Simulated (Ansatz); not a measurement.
TmIn3: energy against volume and a worked fit

```
CELL_PARAMETERS angstrom
4.54900 0.00000 0.00000
0.00000 4.54900 0.00000
0.00000 0.00000 4.54900
ATOMIC_POSITIONS crystal
Tm 0.00000 0.00000 0.00000
In 0.50000 0.50000 0.00000
In 0.50000 0.00000 0.50000
In 0.00000 0.50000 0.50000
```

The cell was scaled at fixed shape and fractions and run with Ansatz, Ansatz PAW, cutoff 420 eV; PBEsol, k mesh 6 × 6 × 6 on the cell of 4 atoms, fermi-dirac occupations of 0.05 eV, collinear spin, ferromagnetic start, no spin-orbit coupling. The potentials were made for PBE. Energies are those that the program minimises, any entropy of the smearing included. For a metal such a mesh isn't converged to the digits shown. The magnetic state is the one that the start led to, which needn't be the lowest. Plain semilocal runs treat an open f shell poorly.

| V (Å³/atom) | energy over the lowest row (meV/atom) |
| --- | --- |
| 22.1216 | 20.307 |
| 22.5922 | 9.506 |
| 23.0629 | 2.915 |
| 23.5336 | 0.000 |
| 24.0042 | ? |
| 24.4749 | 3.389 |
| 24.9456 | 9.339 |

Q: Fit the third-order Birch-Murnaghan form, give V0, B0 and B′, and predict the energy left open.

A: With y = (V0/V)^(2/3), E = E0 + (9 V0 B0/16) [(y - 1)³ B′ + (y - 1)² (6 - 4y)]. Least squares through the rows shown give V0 = 23.7225 Å³/atom, E0 = -0.322 meV, B0 = 53.71 GPa (1 eV/Å³ = 160.218 GPa) and B′ = 4.55, with a largest miss of 0.066 meV, so B0 and B′ are loose. At V = 24.0042 the form with these constants gives 0.227 meV; the run gave 0.284 meV an atom. Other set-ups at this level, from all their volumes (Å³/atom, GPa): Ansatz, all-electron LAPW, scalar-relativistic: V0 23.730, B0 52.29.
